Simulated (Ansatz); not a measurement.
A geometry of PtSe2 away from equilibrium: step 3 of the relaxation of a relaxed PtSe2 cell with one Se and one Pt atom exchanged in a cell of 3 atoms. These are r2SCAN (plane waves to 500 eV, PAW, scalar-relativistic; Ansatz, a program for electronic structure) values and carry that method's errors. Γ-centred k-mesh 7×7×4 on the run's cell (coarser than for final values), Fermi–Dirac smearing 0.05 eV. The plane waves were selected for a different cell earlier on the path.

```
CELL_PARAMETERS angstrom
      3.63581     0.00000     0.00000
     -1.81790     3.14870     0.00000
      0.00000     0.00000     5.75616
ATOMIC_POSITIONS crystal
  Se 0.00000 0.00000 0.97635
  Se 0.33333 0.66667 0.29186
  Pt 0.66667 0.33333 0.73179
```

Problem. What forces act on the atoms (eV/Å)?

Solution. 
| atom | Fx | Fy | Fz |
|---|---|---|---|
| Se1 | 0.00 | 0.00 | -0.57 |
| Se2 | 0.00 | 0.00 | 1.37 |
| Pt3 | 0.00 | 0.00 | -0.80 |

The path ends in P-3m1 (No. 164) (CdI2 type). No spin polarisation in the result. No dispersion correction is included, so spacings between layers, chains or molecules are soft and tend to come out too large.

The run could not lose the symmetry of its start.
